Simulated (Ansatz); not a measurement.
AlC2N:
```cif
data_C6Al3N3
_chemical_formula_sum 'Al3 N3 C6'
_space_group_name_H-M_alt 'R3m :H'
_space_group_IT_number 160
_space_group_name_Hall 'R 3 -2"'
_cell_length_a 2.93755
_cell_length_b 2.93755
_cell_length_c 14.34725
_cell_angle_alpha 90.000
_cell_angle_beta 90.000
_cell_angle_gamma 120.000
loop_
_atom_site_label
_atom_site_type_symbol
_atom_site_symmetry_multiplicity
_atom_site_Wyckoff_symbol
_atom_site_fract_x
_atom_site_fract_y
_atom_site_fract_z
_atom_site_occupancy
Al1 Al 3 a 0.00000 0.00000 0.00161 1
N1 N 3 a 0.00000 0.00000 0.86885 1
C1 C 3 a 0.00000 0.00000 0.48702 1
C2 C 3 a 0.00000 0.00000 0.39249 1
```
(The calculation used a cell of 4 atoms; values per cell refer to that cell.)

Relaxed at zero pressure with PBEsol (plane waves, PAW; program Ansatz).

### Question
The volume is lowered by 9 % and shape and atoms relax at that volume. What pressure results, and how do the axes share the change?

### Answer
19.1 GPa; a -3.9 %, b -3.9 %, c -1.5 %; the energy rises by 44 meV/atom.

### Question
Give the new structure.

### Answer

Space group R3m, hexagonal axes (No. 160); a = b = 2.824 Å, c = 14.127 Å, α = β = 90.00°, γ = 120.00°

```tsv
atom	site	symmetry	x	y	z
Al	3a	3m	0.0000	0.0000	0.0002
N	3a	3m	0.0000	0.0000	0.8686
C	3a	3m	0.0000	0.0000	0.4881
C	3a	3m	0.0000	0.0000	0.3931
```

The phase is kept; no other phase was compared at this pressure.

The start of the workflow was typed in or built on a structure type; neither database checked (COD, Materials Project) lists it. Whether it is the stable phase at ambient conditions was not checked. Symmetry was held in the PBEsol relaxation. At this level the phase is dynamically unstable (imaginary phonons). Its formation energy is positive at this level, so the cell may be metastable or incomplete.

Potentials: the earlier of the program's two PAW sets. The files were generated under PBE; for other functionals the program regenerates the frozen cores, and for LDA and PBEsol the local potential too.
